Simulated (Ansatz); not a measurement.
**Computed properties of La₂MgNiO₆**

La$_{2}$MgNiO$_{6}$:
```
CELL_PARAMETERS angstrom
      2.73045     1.57643     4.37520
     -2.73045     1.57643     4.37520
      0.00000    -3.15285     4.37520
ATOMIC_POSITIONS crystal
  La 0.75095 0.75095 0.75095
  La 0.24905 0.24905 0.24905
  Mg 0.50000 0.50000 0.50000
  Ni 0.00000 0.00000 0.00000
  O  0.76414 0.29173 0.18582
  O  0.23586 0.70827 0.81418
  O  0.18582 0.76414 0.29173
  O  0.81418 0.23586 0.70827
  O  0.29173 0.18582 0.76414
  O  0.70827 0.81418 0.23586
```

Space group R-3 (No. 148); conventional cell a = b = 5.4609 Å, c = 13.1256 Å, α = β = 90.00°, γ = 120.00°.

Method: DFT-HSE06 in the program Ansatz with PAW potentials. The cell and atoms are relaxed at this level. Other levels are named where they apply.

Cell and energy:

| Quantity | Value |
|---|---|
| Volume per atom | 11.30 Å³ |
| Density | 6.71 g/cm³ |

Electronic structure:

| Item | Result |
|---|---|
| Band gap | 2.77 eV (indirect) |
| Valence-band maximum | at Γ |
| Conduction-band minimum | at F (3 equivalent valleys) |
| Smallest direct gap on the standard path | 3.04 eV |

Mechanics:

| Item | Value |
|---|---|
| Bulk modulus (Birch–Murnaghan fit) | 167 GPa |
| Pressure derivative B′ | 4.6 |

Charges:

| Property | Value |
|---|---|
| Bader charges | La +2.20, Mg +1.75, Ni +1.60, O -1.29 e |

The workflow started from a Materials Project entry (that database holds measured and hypothetical structures alike); the Crystallography Open Database copy checked does not list it. With Mg and Ni taken as one species the cell has the higher symmetry R-3c, so it may be an ordered model of a mixed-site phase. Whether it is the stable phase at ambient conditions was not checked. The HSE06 relaxation kept the symmetry of its start; whether a distortion lowers the energy is not shown. No spin polarisation was allowed. The hybrid was solved on a coarse mesh, the path and, where they were found, the r²SCAN edge points; its band edges are the extreme levels among these. Spin–orbit coupling is left out wherever it is not named.

Potentials: the later of the program's two PAW sets.
